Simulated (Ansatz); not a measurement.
PbI2 (CdI2 type)

```xyz
3
Lattice="4.5593 0.0000 0.0000 -2.2796 3.9485 0.0000 0.0000 0.0000 6.9727" Properties=species:S:1:pos:R:3 pbc="T T T"
Pb     0.0000     0.0000     0.0000
I      0.0000     2.6323     1.8890
I      2.2796     1.3162     5.0836
```

The slice is a (1 -1 0 0) plane (indices of the conventional cell) through the point (0.667, 0.333, 0.729) (fractional), spanned by u = [110] and v = [001] in vectors of this cell: u (4.56 Å) and v (6.97 Å, at 90° to u). It covers one period; positions are fractions (u, v).

All values below come from PBE-D3(BJ) (plane waves to 420 eV, PAW, scalar-relativistic; Ansatz, an electronic-structure program). k mesh 8×8×5. Near the nuclei the fields are pseudised (PAW); where an atom keeps semicore shells as valence, they peak there. PbI2 was relaxed with its symmetry unable to fall. Spin-orbit coupling is left out, though I and Pb are heavy. The PAW data are Ansatz's earlier set.

Sketch the valence electron density on this plane as a map.


```
|@@@@**++--::....::--++**@@|
|##**++==--..    ..--==++**|
|++++==--::..    ..::--==++|
|==----::....    ....::----|
|::::::................::::|
|..........::::::::........|
|      ..::--------::..    |
|    ..::----====----::..  |
|    ..::--========--::..  |
|    ..::--========--::..  |
|    ..::----====----::..  |
|    ..::::--====--::::..  |
|    ..::::--------::::..  |
|......::::--====--::::....|
|::::::::::--------::::::::|
|====--------------------==|
|++++====--::::::::--====++|
|##**++==--::::::::--==++**|
|@@@@**++==::....::==++**@@|
|@@@@##++==::....::==++##@@|
```
Scale: ten equal steps from -1.99 (start of ' ') to 1.15 (end of '@'), in the order ' .:-=+*#%@'. Values: log₁₀ of the valence density in e/Å³. The map has 13 points along u (two characters each, u = 0 at the left) and 20 along v (v = 0 in the bottom row). The scale is logarithmic, as a density can span decades between atoms and voids.
